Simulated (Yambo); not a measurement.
Yambo run on CdS (zinc blende, space group F-43m, No. 216) under isotropic strain of -3 % on all lattice vectors. The wavefunctions come from this Quantum ESPRESSO step (PBEsol, PseudoDojo standard norm-conserving files, scalar-relativistic):

```
&CONTROL
  calculation = 'nscf'
  pseudo_dir = './pseudo'
  outdir = './out'
/
&SYSTEM
  ibrav = 0
  nat = 2
  ntyp = 2
  ecutwfc = 102.0
  ecutrho = 408.0
  occupations = 'fixed'
  force_symmorphic = .true.
  nbnd = 120
/
&ELECTRONS
  conv_thr = 2e-09
  diago_full_acc = .true.
  diago_thr_init = 1e-08
/
ATOMIC_SPECIES
S 32.0600 S.upf
Cd 112.4140 Cd.upf
CELL_PARAMETERS angstrom
  0.000000000000   2.825035439463   2.825035439463
  2.825035439463   0.000000000000   2.825035439463
  2.825035439463   2.825035439463   0.000000000000
ATOMIC_POSITIONS crystal
S   0.749999787868   0.749999787868   0.749999787868
Cd   0.999999787868   0.999999787868   0.999999787868
K_POINTS automatic
4 4 4 0 0 0
```

Yambo input:

```
rim_cut
gw0
dyson
el_el_corr
HF_and_locXC
ppa
em1d
RandQpts= 1000000
RandGvec= 1 Ry
EXXRLvcs= 102 Ry
VXCRLvcs= 408 Ry
Chimod= "HARTREE"
% BndsRnXp
 5 | 118 |
%
NGsBlkXp= 10 Ry
% LongDrXp
 1.0 | 1.0 | 1.0 |
%
PPAPntXp= 27.2114 eV
% GbndRnge
 1 | 118 |
%
GTermKind= "BG"
DysSolver= "n"
ExtendOut
% QPkrange
 1 | 1 | 13 | 14 |
 3 | 3 | 13 | 14 |
 8 | 8 | 13 | 14 |
%
```

k points by index: 1 = Γ, 3 = L, 8 = W.

Table of the .qp output:

```
#    K-point    Band    Eo [eV]    E [eV]    E-Eo [eV]    Vxc [eV]    Vnlxc [eV]    Sc|Eo [eV]    Sc|E [eV]    dSc/dw|Eo [eV]    Re(Z)    Im(Z)
#
    1    13    0.000000    -0.959062    -0.959062    -15.89299    -18.96497    1.861000    2.112918    -7.146994    0.791985    -0.001269
    1    14    1.190203    1.464904    0.274701    -10.94063    -6.759833    -3.845113    -3.906099    -6.039114    0.818374    -0.001172
    3    13    -0.913206    -1.895824    -0.982618    -14.79368    -18.07600    2.039293    2.299700    -7.210651    0.790520    -0.001305
    3    14    3.000154    3.420870    0.420716    -11.41032    -6.865029    -4.031516    -4.124573    -6.017353    0.818909    -0.001179
    8    13    -2.584125    -3.654488    -1.070363    -14.03941    -17.88760    2.490155    2.777830    -7.312597    0.788185    -0.001404
    8    14    5.258788    5.431762    0.172975    -11.01935    -6.788587    -4.018614    -4.057786    -6.158471    0.815446    -0.001196
```
(The two width columns are left out.) Convergence of these settings isn't established.

Spin-orbit coupling is not included.

Geometry strained from the cell relaxed with PBEsol, atoms relaxed again.
